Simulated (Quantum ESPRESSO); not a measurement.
# Hf3TaO7N: input and log of a self-consistent run

Simulated, not a measurement. The program is pw.x of Quantum ESPRESSO 7.5 (plane-wave density functional theory). The cell is made up: 12 atoms on a rutile lattice, with randomly drawn elements, strain and displacements, not relaxed. PseudoDojo standard norm-conserving files (v0.5 for PBE, v0.4.1 for LDA and PBEsol) set the functional; there is no spin polarisation, spin-orbit coupling or dispersion term, and the masses in the input are unused placeholders. A spin-polarised start on this cell or one of its family kept no moment.

The hafnium pseudopotential is less sure than the others, with forces about 3 percent (worst 6) and pressure in oxides about 1.5 GPa (worst 2.7) from a second method in checks, which no rerun with the same files tests.

Input:

```
&control calculation='scf', pseudo_dir='./dojo.nc.sr.pbe.v0_5.standard.upf', outdir='./o', disk_io='low', tprnfor=.true., tstress=.true. /
&system ibrav=0, nat=12, ntyp=4, nbnd=54, ecutwfc=84.00895049, nosym=.true., tot_charge=0,
 occupations='smearing', smearing='fd', degauss=0.0018374661
/
&electrons conv_thr=7.350e-09, electron_maxstep=60, /
ATOMIC_SPECIES
Hf 1.0 Hf.upf
N 1.0 N.upf
O 1.0 O.upf
Ta 1.0 Ta.upf
CELL_PARAMETERS angstrom
4.8587 -0.0945 0.0161
-0.0945 4.7648 0.0348
0.0212 0.046 6.3211
ATOMIC_POSITIONS angstrom
Hf -0.0315 -0.0432 0.0169
Hf 2.2986 2.2027 1.6115
Ta -0.03 0.0407 3.0285
Hf 2.4642 2.414 4.8313
O 1.5501 1.3476 0.013
O 3.351 3.1341 0.0806
O 3.986 0.8625 1.6287
O 0.918 3.7424 1.6089
O 1.4525 1.402 3.1929
O 3.2958 3.296 3.2302
N 4.0619 0.9823 4.8776
O 0.7939 3.9237 4.7841
K_POINTS automatic
5 5 4 1 1 1
```

The log is shortened where brackets say so; the opening notice, blank lines, dates and the lines on written files are dropped, and the path of the files is cut. It prints rydbergs, bohrs and kilobars, and counts compression as positive stress. With no partly filled state, the Fermi energy that it prints is only some level between the filled and the empty states on the mesh, and need not lie in the true gap.

```
     Program PWSCF v.7.5
     Parallel version (MPI & OpenMP), running on       4 processor cores
     Number of MPI processes:                 4
     Threads/MPI process:                     1
     [start-up lines left out]
     bravais-lattice index     =            0
     lattice parameter (alat)  =       9.1834  a.u.
     unit-cell volume          =     987.0931 (a.u.)^3
     number of atoms/cell      =           12
     number of atomic types    =            4
     number of electrons       =        96.00
     number of Kohn-Sham states=           54
     kinetic-energy cutoff     =      84.0090  Ry
     charge density cutoff     =     336.0358  Ry
     scf convergence threshold =      7.3E-09
     mixing beta               =       0.7000
     number of iterations used =            8  plain     mixing
     Exchange-correlation= PBE
                           (   1   4   3   4   0   0   0)
     [axes and pseudopotential details left out]
   Cartesian axes
     site n.     atom                  positions (alat units)
         1        Hf     tau(   1) = (  -0.0064820  -0.0088895   0.0034776  )
         2        Hf     tau(   2) = (   0.4729975   0.4532635   0.3316085  )
         3        Ta     tau(   3) = (  -0.0061733   0.0083751   0.6231936  )
         4        Hf     tau(   4) = (   0.5070740   0.4967440   0.9941672  )
         5        O      tau(   5) = (   0.3189739   0.2773042   0.0026751  )
         6        O      tau(   6) = (   0.6895565   0.6449236   0.0165856  )
         7        O      tau(   7) = (   0.8202244   0.1774821   0.3351479  )
         8        O      tau(   8) = (   0.1889027   0.7700973   0.3310735  )
         9        O      tau(   9) = (   0.2988901   0.2884984   0.6570232  )
        10        O      tau(  10) = (   0.6781976   0.6782388   0.6646987  )
        11        N      tau(  11) = (   0.8358428   0.2021341   1.0036946  )
        12        O      tau(  12) = (   0.1633658   0.8074046   0.9844545  )
     number of k points=    50  Fermi-Dirac smearing, width (Ry)=  0.0018
                       cart. coord. in units 2pi/alat
        k(    1) = (   0.1017141   0.1033139   0.0950067), wk =   0.0400000
        k(    2) = (   0.1010496   0.1018969   0.2872186), wk =   0.0400000
     [further k points left out]
     Dense  grid:   102671 G-vectors     FFT dimensions: (  54,  54,  72)
     Estimated max dynamical RAM per process >     316.18 MB
     Estimated total dynamical RAM >       1.16 GB
     Initial potential from superposition of free atoms
     starting charge      95.9935, renormalised to      96.0000
     Starting wfcs are   72 randomized atomic wfcs
     total cpu time spent up to now is        6.9 secs
     per-process dynamical memory:   249.2 Mb
     Self-consistent Calculation
     iteration #  1     ecut=    84.01 Ry     beta= 0.70
     Davidson diagonalization with overlap
     ethr =  1.00E-02,  avg # of iterations =  2.0
     total cpu time spent up to now is       17.5 secs
     total energy              =    -719.80723400 Ry
     estimated scf accuracy    <       5.06562472 Ry
     iteration #  2     ecut=    84.01 Ry     beta= 0.70
     Davidson diagonalization with overlap
     ethr =  5.28E-03,  avg # of iterations =  4.6
     total cpu time spent up to now is       33.2 secs
     total energy              =    -718.13824181 Ry
     estimated scf accuracy    <      21.29167230 Ry
     iteration #  3     ecut=    84.01 Ry     beta= 0.70
     Davidson diagonalization with overlap
     ethr =  5.28E-03,  avg # of iterations =  4.4
     total cpu time spent up to now is       47.3 secs
     total energy              =    -722.07838041 Ry
     estimated scf accuracy    <       3.01744632 Ry
     iteration #  4     ecut=    84.01 Ry     beta= 0.70
     Davidson diagonalization with overlap
     ethr =  3.14E-03,  avg # of iterations =  2.0
     total cpu time spent up to now is       59.3 secs
     total energy              =    -722.33639141 Ry
     estimated scf accuracy    <       0.44437215 Ry
     iteration #  5     ecut=    84.01 Ry     beta= 0.70
     Davidson diagonalization with overlap
     ethr =  4.63E-04,  avg # of iterations =  5.0
     total cpu time spent up to now is       72.3 secs
     total energy              =    -722.35815833 Ry
     estimated scf accuracy    <       0.11899215 Ry
     [iterations 6 to 11 left out]
     iteration # 12     ecut=    84.01 Ry     beta= 0.70
     Davidson diagonalization with overlap
     ethr =  1.24E-08,  avg # of iterations =  4.9
     total cpu time spent up to now is      180.7 secs
     total energy              =    -722.37077920 Ry
     estimated scf accuracy    <       0.00000910 Ry
     iteration # 13     ecut=    84.01 Ry     beta= 0.70
     Davidson diagonalization with overlap
     ethr =  9.47E-09,  avg # of iterations =  2.8
     total cpu time spent up to now is      193.0 secs
     total energy              =    -722.37078067 Ry
     estimated scf accuracy    <       0.00000028 Ry
     iteration # 14     ecut=    84.01 Ry     beta= 0.70
     Davidson diagonalization with overlap
     ethr =  2.87E-10,  avg # of iterations =  5.5
     total cpu time spent up to now is      210.0 secs
     total energy              =    -722.37078082 Ry
     estimated scf accuracy    <       0.00000024 Ry
     iteration # 15     ecut=    84.01 Ry     beta= 0.70
     Davidson diagonalization with overlap
     ethr =  2.47E-10,  avg # of iterations =  3.7
     total cpu time spent up to now is      222.8 secs
     total energy              =    -722.37078084 Ry
     estimated scf accuracy    <       0.00000002 Ry
     iteration # 16     ecut=    84.01 Ry     beta= 0.70
     Davidson diagonalization with overlap
     ethr =  2.11E-11,  avg # of iterations =  5.0
     total cpu time spent up to now is      238.7 secs
     End of self-consistent calculation
          k = 0.1017 0.1033 0.0950 ( 12839 PWs)   bands (ev):
   -58.0474 -50.7226 -50.1823 -49.7216 -24.6727 -24.5449 -24.3914 -19.8609
   -19.6047 -19.5422 -19.0640 -19.0253 -18.7939 -18.7350 -18.6066 -18.5213
    -8.2158  -7.6068  -7.1494  -6.9655  -6.3583  -6.1749  -5.7964  -0.3944
     4.0957   4.4138   5.0215   5.1764   5.3552   5.7411   5.9918   6.0903
     6.4943   6.5957   7.1232   7.1750   7.2743   7.5503   7.7691   7.9181
     8.0785   8.1931   8.3914   8.5901   9.5281  10.1700  10.7236  11.0274
    13.1332  13.6033  13.9774  14.4250  15.1793  15.3783
     [levels at the other k points left out]
     the Fermi energy is    12.4552 ev
!    total energy              =    -722.37078085 Ry
     estimated scf accuracy    <          5.3E-09 Ry
     smearing contrib. (-TS)   =      -0.00000000 Ry
     internal energy E=F+TS    =    -722.37078085 Ry
     The total energy is F=E-TS. E is the sum of the following terms:
     one-electron contribution =    -174.27279313 Ry
     hartree contribution      =     137.07946491 Ry
     xc contribution           =    -180.44597941 Ry
     ewald contribution        =    -504.73147321 Ry
     convergence has been achieved in  16 iterations
     Forces acting on atoms (cartesian axes, Ry/au):
     atom    1 type  1   force =     0.01127895    0.00368035   -0.15461758
     atom    2 type  1   force =     0.03106636    0.05291818   -0.00833821
     atom    3 type  4   force =    -0.00040553   -0.01358544    0.26920235
     atom    4 type  1   force =     0.00404779   -0.03930807   -0.02046561
     atom    5 type  3   force =    -0.02406685   -0.01884076    0.03604542
     atom    6 type  3   force =    -0.00459253    0.03287541    0.04960800
     atom    7 type  3   force =    -0.03052989    0.02581044    0.02033048
     atom    8 type  3   force =    -0.01327836    0.02110619    0.06226819
     atom    9 type  3   force =    -0.01673179   -0.03676562    0.00456158
     atom   10 type  3   force =     0.03908591    0.03891180   -0.07059425
     atom   11 type  2   force =    -0.04917135   -0.00717045   -0.13020172
     atom   12 type  3   force =     0.05329729   -0.05963203   -0.05779865
     Total force =     0.391996     Total SCF correction =     0.000240
     Computing stress (Cartesian axis) and pressure
          total   stress  (Ry/bohr**3)                   (kbar)     P=      103.38
   0.00054088   0.00036497   0.00001473           79.57       53.69        2.17
   0.00036497   0.00059659  -0.00034424           53.69       87.76      -50.64
   0.00001473  -0.00034424   0.00097075            2.17      -50.64      142.80
     init_run     :      6.53s CPU      6.80s WALL (       1 calls)
     electrons    :    230.52s CPU    231.89s WALL (       1 calls)
     forces       :      2.88s CPU      2.91s WALL (       1 calls)
     stress       :     11.20s CPU     11.49s WALL (       1 calls)
     [timing details left out]
     PWSCF        :   4m11.29s CPU   4m13.39s WALL
     JOB DONE.
```

In other units: free energy -9828.355 eV for the cell, pressure 10.34 GPa, largest force component 6.921 eV/Å. A rerun of this cell at 1437 eV and a 7 x 7 x 6 mesh moved values by no more than 0.004 eV in energy, 0.03 GPa in stress and 0.002 eV/Å in force.